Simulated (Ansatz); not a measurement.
# CaSn₂O₅ — ¹¹⁹Sn Mössbauer parameters

Cell: a Materials Project structure (computed, not necessarily an observed phase), taken as it stands.

Space group Cmcm (No. 63); a = 4.0011, b = 10.9183, c = 10.8637 Å.

| site | Wyckoff | site symmetry | x | y | z |
| --- | --- | --- | --- | --- | --- |
| Ca | 4c | m2m | 0.5000 | 0.3074 | 0.7500 |
| Sn | 8f | m.. | 0.5000 | 0.6318 | 0.5629 |
| O7 | 4c | m2m | 0.5000 | 0.3015 | 0.2500 |
| O9 | 8f | m.. | 0.5000 | 0.8057 | 0.0532 |
| O13 | 8f | m.. | 0.5000 | 0.4526 | 0.6092 |

One atom of each set is listed; the run and its k-mesh use a cell of 16 atoms with edges of 5.81, 5.81, 10.86 Å.

Level of theory: DFT, r2SCAN, plane waves and PAW, scalar-relativistic, 500 eV cutoff, Γ-centred 6×6×2 k-points, Fermi–Dirac smearing 0.02 eV (Ansatz 0.2.0).

Isomer shifts (against SnO₂) follow from the electron density at the nucleus, δ = α(ρ − ρ₀), with α = 0.093 mm s⁻¹ a₀³ and ρ₀ = 183072.84 a₀⁻³ from a line fitted to 8 measured compounds at this level of theory (rms miss 0.14 mm/s). ΔE_Q = ½eQV_zz(1 + η²/3)^½ with Q = -0.132 b for the 23.9 keV state.

(1) Give the isomer shift and quadrupole splitting of each Sn site.

Answers

(1) 

| site | atoms | first shell | ρ − ρ₀ (a₀⁻³) | δ (mm/s) | ΔE_Q (mm/s) | η |
| --- | --- | --- | --- | --- | --- | --- |
| Sn | 4 | 6 O at 2.02–2.28 Å | 2.5 | 0.23 | -0.42 | 0.82 |

The shift of Sn is typical of Sn(IV) in an ionic setting.

At this cell the r2SCAN pressure is -6 GPa, so with r2SCAN the cell would shrink if it were relaxed. The entry's cell may itself be off. The largest force is 0.5 eV/Å, so the atoms aren't at the calculated equilibrium and relaxing them would move these values. Without spin–orbit coupling (the program notes it for Sn) the gradients are little affected as a rule: paired runs on crystals with a gap mostly move them by under 2 % at such atoms. With these PAW files V_zz is typically within 2 to 3 % of all-electron values, but misses above 10 % occur on Sn.

Hardware: 1 thread of Arm Neoverse V2 (aarch64; 8 cores open to the job, memory cap 2.5 GiB, no GPU), a shared host with a load of 0.4 a core. Wall time 80 s, CPU time 80 s, peak memory 1.4 GiB.
